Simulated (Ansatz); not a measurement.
Molecular dynamics on a 2×2×2 supercell (32 atoms) of SnC3 (ordering on diamond), relaxed with r2SCAN. Forces come from r2SCAN in Ansatz: a Nosé-Hoover thermostat at fixed volume, 600 K, steps of 1.5 fs. Classical nuclei, no spin polarisation; a few dozen steps show the first response, not equilibrium. The structure comes from a prototype and may be hypothetical.

```yaml
crystal:
  lattice:
    - [5.9577764861, 0.0, 0.0]
    - [0.0, 5.9577764861, 0.0]
    - [0.0, 0.0, 9.2870333508]
  atoms:
    - { symbol: C, position: [0.25, 0.0, 0.4101816375] }
    - { symbol: C, position: [0.25, 0.25, 0.0] }
    - { symbol: C, position: [0.0, 0.25, 0.0898183625] }
    - { symbol: Sn, position: [0.0, 0.0, 0.25] }
    - { symbol: C, position: [0.25, 0.0, 0.9101816375] }
    - { symbol: C, position: [0.25, 0.25, 0.5] }
    - { symbol: C, position: [0.0, 0.25, 0.5898183625] }
    - { symbol: Sn, position: [0.0, 0.0, 0.75] }
    - { symbol: C, position: [0.25, 0.5, 0.4101816375] }
    - { symbol: C, position: [0.25, 0.75, 0.0] }
    - { symbol: C, position: [0.0, 0.75, 0.0898183625] }
    - { symbol: Sn, position: [0.0, 0.5, 0.25] }
    - { symbol: C, position: [0.25, 0.5, 0.9101816375] }
    - { symbol: C, position: [0.25, 0.75, 0.5] }
    - { symbol: C, position: [0.0, 0.75, 0.5898183625] }
    - { symbol: Sn, position: [0.0, 0.5, 0.75] }
    - { symbol: C, position: [0.75, 0.0, 0.4101816375] }
    - { symbol: C, position: [0.75, 0.25, 0.0] }
    - { symbol: C, position: [0.5, 0.25, 0.0898183625] }
    - { symbol: Sn, position: [0.5, 0.0, 0.25] }
    - { symbol: C, position: [0.75, 0.0, 0.9101816375] }
    - { symbol: C, position: [0.75, 0.25, 0.5] }
    - { symbol: C, position: [0.5, 0.25, 0.5898183625] }
    - { symbol: Sn, position: [0.5, 0.0, 0.75] }
    - { symbol: C, position: [0.75, 0.5, 0.4101816375] }
    - { symbol: C, position: [0.75, 0.75, 0.0] }
    - { symbol: C, position: [0.5, 0.75, 0.0898183625] }
    - { symbol: Sn, position: [0.5, 0.5, 0.25] }
    - { symbol: C, position: [0.75, 0.5, 0.9101816375] }
    - { symbol: C, position: [0.75, 0.75, 0.5] }
    - { symbol: C, position: [0.5, 0.75, 0.5898183625] }
    - { symbol: Sn, position: [0.5, 0.5, 0.75] }
kpoints:
  mp_grid: { grid: [2, 2, 2] }
hamiltonian:
  xc: r2scan
scf:
  occupations: { method: fermi_dirac, width: 0.052 }
md:
  ensemble: nvt_nose_hoover
  temperature: 600
  timestep: 1.5
  n_steps: 40
  initial_velocities: maxwell_boltzmann
  seed: 7573
```

Run as `ansatz run input.yaml --threads 4 --pin off --max-ram 3686MiB --backend cpu --events-out ev --progress --plain --runs-dir out`. It took 6.2 min on 4 threads of Arm Neoverse V2 (shared host), load about 0.4 per core; peak host memory 2.2 GiB.

```csv
step,t (fs),T (K),free energy F from step 0 (meV/atom),kinetic energy (meV/atom),largest force (eV/Å)
0,0,600,0.0,75.1,0.01
1,1.5,582,2.2,72.9,0.97
2,3,532,8.6,66.7,1.97
3,4.5,460,17.8,57.6,2.94
4,6,378,28.1,47.3,3.79
5,7.5,302,37.7,37.9,4.42
6,9,246,44.8,30.9,4.75
7,10.5,218,48.4,27.3,4.76
8,12,219,48.3,27.4,4.44
9,13.5,244,45.1,30.6,3.86
10,15,285,40.0,35.7,3.10
11,16.5,329,34.4,41.2,2.28
12,18,368,29.6,46.1,1.65
13,19.5,394,26.4,49.4,1.61
14,21,406,25.1,50.8,1.61
15,22.5,402,25.7,50.4,1.71
16,24,388,27.7,48.6,2.06
17,25.5,367,30.5,46.0,2.47
18,27,345,33.4,43.2,2.80
19,28.5,326,35.9,40.9,3.02
20,30,314,37.6,39.3,3.12
21,31.5,307,38.6,38.4,3.12
22,33,306,38.8,38.3,3.00
23,34.5,309,38.7,38.7,2.80
24,36,313,38.3,39.2,2.65
25,37.5,318,37.9,39.8,2.74
26,39,323,37.5,40.4,2.76
27,40.5,329,36.9,41.2,2.72
28,42,338,36.0,42.3,2.60
29,43.5,352,34.5,44.1,2.44
30,45,372,32.3,46.6,2.22
31,46.5,397,29.4,49.7,2.22
32,48,426,26.1,53.3,2.21
33,49.5,455,22.7,57.0,2.17
34,51,482,19.6,60.4,2.12
35,52.5,504,17.3,63.1,2.05
36,54,519,15.9,65.0,2.03
37,55.5,527,15.3,65.9,2.18
38,57,529,15.5,66.3,2.34
39,58.5,530,15.9,66.3,2.50
40,60,532,16.0,66.7,2.62
```

The temperature starts at 600 K, is lowest at step 7 (218 K, 10.5 fs) and ends at 532 K. The atoms start on their lattice sites with kinetic energy alone, so much of it first passes into potential energy. By the last step the atoms have moved 0.26 Å in the root mean square, the drift of the whole cell taken out, 0.87 Å at most.

Positions (Å) and forces (eV/Å) at step 40:
```
C    1.583  -0.277   3.847    -0.178   0.055  -1.598
C    1.670   1.436   0.045    -1.348  -0.737   0.924
C    0.285   1.455   0.861     0.981   1.232  -0.455
Sn   0.111   0.065   2.380     0.085  -0.766   0.084
C    1.442  -0.107   8.519    -0.668   0.476  -0.265
C    1.368   1.534   4.686     1.046   0.289   1.188
C   -0.050   1.448   5.530     0.137  -0.034  -1.428
Sn  -0.115  -0.087   6.955    -0.175   0.799   1.732
C    1.503   2.950   3.836    -1.113  -0.549  -0.186
C    1.728   4.472  -0.228    -0.275   0.726   0.145
C   -0.803   4.573   1.214     0.550  -0.233   0.660
Sn  -0.067   3.014   2.334     0.270  -0.273  -0.573
C    1.476   3.228   8.403     0.844  -0.608   0.272
C    1.541   4.335   4.584     0.343   0.718   0.899
C    0.015   4.387   5.507    -0.379   1.040  -2.061
Sn   0.099   2.981   6.928    -1.176  -2.013   1.207
C    4.535   0.224   3.850    -0.252  -0.455  -1.233
C    4.422   1.389  -0.156    -0.747  -0.620   0.989
C    3.052   1.472   0.769    -0.027  -0.181  -0.141
Sn   3.082  -0.022   2.261    -0.210  -0.895   1.178
C    4.275  -0.029   8.585     1.270  -1.083  -1.237
C    4.506   1.475   4.650     0.699   1.782   0.578
C    2.686   1.625   5.533    -1.024  -1.559  -0.280
Sn   2.858   0.047   6.956     0.807   0.598  -1.060
C    4.451   2.950   3.900     0.167  -0.331  -0.749
C    4.195   4.664   0.221    -0.380   1.525  -0.098
C    2.797   4.355   0.745     0.054   1.361   0.071
Sn   2.955   2.948   2.316     0.715   0.110   0.214
C    4.525   2.526   8.275     0.193   0.120  -0.096
C    4.536   4.415   4.655    -0.060  -0.188   1.050
C    3.135   4.554   5.442    -0.089  -0.963   0.829
Sn   3.064   3.022   6.978    -0.060   0.656  -0.558
```
